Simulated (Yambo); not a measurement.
G0W0@LDA for Cs2NaScF6 (space group Fm-3m, No. 225) in Yambo. Reference settings: 2×2×2 Γ-centred k mesh, bands 3 to 342 and a 8 Ry block in the screening, 342 bands in G with the Bruneval-Gonze terminator, plasmon pole fitted at 27.2 eV. The LDA gap Γ → Γ on this mesh is 6.79 eV; G0W0 gaps are taken between the same points.

Gap (Γ → Γ) in eV against the number of bands and the screening block, terminator on:

| bands (W and G) | 2 Ry | 3 Ry | 5 Ry | 6 Ry | 8 Ry |
|---|---|---|---|---|---|
| 85 | 13.556 | 12.729 | 12.298 | 12.240 | 12.146 |
| 129 | 13.286 | 12.459 | 12.049 | 11.997 | 11.911 |
| 191 | 13.161 | 12.362 | 11.938 | 11.872 | 11.817 |
| 264 | 13.140 | 12.330 | 11.948 | 11.892 | 11.820 |
| 342 | 13.166 | 12.342 | 11.912 | 11.865 | 11.796 |

Rough cost of the Yambo step against the reference (shared machines):

```csv
bands (W and G),2 Ry,3 Ry,5 Ry,6 Ry,8 Ry
85,1/6,1/5,1/5,1/5,1/4
129,1/4,1/4,1/3,1/3,1/3
191,1/2,1/2,1/2,1/2,~1
264,~1,~1,~1,~1,~1
342,~1,~1,~1,~1,1
```

At the largest block the last step in bands moves the gap by -0.024 eV; at the most bands the last step in the block moves it by -0.069 eV.

Geometry of the Materials Project entry, not relaxed at this level; primitive cell a = 6.359 Å, b = 6.359 Å, c = 6.359 Å, α = 60.00°, β = 60.00°, γ = 60.00°.

The structure is a Materials Project entry; no match was found in the copy of COD used, and its stability was not checked.
